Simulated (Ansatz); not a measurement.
ZnInGaO₄ (InGaZnO4 type, space group R3m)

```
ZnInGaO4
1.0
    1.65751     0.95696     8.58477
   -1.65751     0.95696     8.58477
    0.00000    -1.91393     8.58477
In Ga Zn O
1 1 1 4
Direct
  0.99705   0.99705   0.99705
  0.21287   0.21287   0.21287
  0.78131   0.78131   0.78131
  0.13628   0.13628   0.13628
  0.87884   0.87884   0.87884
  0.28876   0.28876   0.28876
  0.70489   0.70489   0.70489
```

This relaxed cell (volume V₀) is scaled evenly in all directions, its shape held. The atoms relax within the cell's symmetry.

Level of theory: PBEsol (plane waves to 420 eV, PAW, scalar-relativistic; Ansatz, a quantum-chemistry and plane-wave program). k mesh 12×12×12 (Γ-centred), Fermi-Dirac smearing 0.05 eV. Stress and pressure are positive under compression. The PAW data are Ansatz's earlier set. ZnInGaO4 was relaxed with its symmetry unable to fall.

At one point of the scan the stress tensor (GPa) is:

```
    9.9      0.0      0.0
    0.0      9.9      0.0
    0.0      0.0      9.8
```

**Question.** Which point is it?
A) V/V₀ = 0.950
B) V/V₀ = 0.925
C) V/V₀ = 0.975
D) V/V₀ = 0.900

**Answer.** A, V/V₀ = 0.950

(Under strain, the slope of the energy per volume gives the stress and its curvature an elastic modulus.)
